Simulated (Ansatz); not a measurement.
SnRu₃N:
```
SnRu3N
1.0
    4.04127     0.00000     0.00000
    0.00000     4.04127     0.00000
    0.00000     0.00000     4.04127
Sn Ru N
1 3 1
Direct
  0.00000   0.00000   0.00000
  0.00000   0.50000   0.50000
  0.50000   0.00000   0.50000
  0.50000   0.50000   0.00000
  0.50000   0.50000   0.50000
```

Relaxed with PBEsol. Special points in fractions of this cell's reciprocal vectors: Γ (0.000, 0.000, 0.000); X (0.000, 0.500, 0.000); M (0.500, 0.500, 0.000); R (0.500, 0.500, 0.500).

Q: List the band energies nearest the Fermi level at these points for PBEsol (plane waves, PAW; program Ansatz).

A: In eV from the Fermi level; about four levels below and three above (degenerate sets whole), none deeper than 8.9 eV; points with the same levels are listed once.

```json
[
 {"k": "Γ", "below": "-1.26 -1.26 -0.01 -0.01 -0.01", "above": "0.72 0.73 0.73 0.73"},
 {"k": "X", "below": "-1.49 -0.72 -0.33 -0.33", "above": "0.73 1.69 2.65"},
 {"k": "M", "below": "-1.60 -1.28 -0.86 -0.59", "above": "0.27 1.09 1.09"},
 {"k": "R", "below": "-2.98 -2.98 -2.98 -0.89 -0.89", "above": "0.49 0.49 0.49"}
]
```

Space group Pm-3m (anti-perovskite). The start of the workflow was typed in or built on a structure type; neither database checked (COD, Materials Project) lists it. Its standing as an ambient phase is unchecked. Symmetry was held in the PBEsol relaxation; whether a distortion lowers the energy is not shown. The workflow began spin-polarised and lost its moments. Spin–orbit coupling is left out wherever it is not named.

Potentials: the earlier of the program's two PAW sets. The files were generated under PBE; for other functionals the program regenerates the frozen cores, and for LDA and PBEsol the local potential too.
